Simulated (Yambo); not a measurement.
Material: SiC (2H, space group P6_3mc, No. 186); a = 3.0540 Å, b = 3.0540 Å, c = 5.0119 Å, α = 90.00°, β = 90.00°, γ = 120.00° (4 atoms in the cell). Cell and atoms were relaxed with LDA from Materials Project entry mp-7140, within its symmetry.

With norm-conserving LDA (Quantum ESPRESSO, 82 Ry, no spin-orbit coupling), the gap between the mesh's edge points (Γ → K) is 2.140 eV.

### Question
What does a G0W0 run in Yambo give for it (6×6×4 Γ-centred k mesh, 76 bands and a 8 Ry block in the screening, 76 bands in G with the Bruneval-Gonze terminator, plasmon pole fitted at 27.2 eV)?

### Answer
The correction is 0.861 eV, giving 3.001 eV, 1.4 times the LDA value.  Nearest settings tried, and what they do to the gap: 59 bands in W, 59 bands in G: +0 meV; 6 Ry block (73 vectors against 111): -117 meV; 6×6×2 mesh: +0 meV. So the settings aren't converged at that level.
